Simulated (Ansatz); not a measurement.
Si₂Mo in space group P6_222 (No. 180; Si on 6j, Mo on 3d), DFT-r²SCAN in the program Ansatz with PAW potentials. The conduction-band minimum lies at M, with 3 equivalent valleys. Second derivatives d²E/dk² of the lowest band at one valley (eV·Å²), along Cartesian directions:

```json
[
 {"direction": "[100]", "d²E/dk²": "23.20"},
 {"direction": "[010]", "d²E/dk²": "17.01"},
 {"direction": "[001]", "d²E/dk²": "16.84"},
 {"direction": "[110]", "d²E/dk²": "20.09"},
 {"direction": "[101]", "d²E/dk²": "20.02"},
 {"direction": "[011]", "d²E/dk²": "16.92"}
]
```

Task: Find the principal effective masses, the density-of-states mass and the conductivity mass.

Result: Off-diagonal terms follow from H_xy = H[110] − (H_xx + H_yy)/2, and m*/mₑ = 7.620 eV·Å² over each eigenvalue: 0.33, 0.45, 0.45. One valley's DOS mass (m₁m₂m₃)^(1/3) = 0.41, conductivity mass 3/(Σ 1/mᵢ) = 0.40 mₑ.

Task: What effective density of states Nc follows at 300 K for parabolic valleys?

Result: Nc = 2.509e19 × 3 × (0.41)^(3/2) ≈ 2.0e19 cm⁻³.

The first step of the workflow began from a Materials Project structure, measured or hypothetical; the Crystallography Open Database copy checked does not list it. It is not the phase usual at ambient conditions (space group No. 139). Symmetry was held in the r²SCAN relaxation; whether a distortion lowers the energy is not shown. No spin polarisation was allowed. Spin–orbit coupling is left out wherever it is not named.

Potentials: the later of the program's two PAW sets.

Edges and masses are those of Kohn–Sham bands, whose gap is no quasiparticle gap.
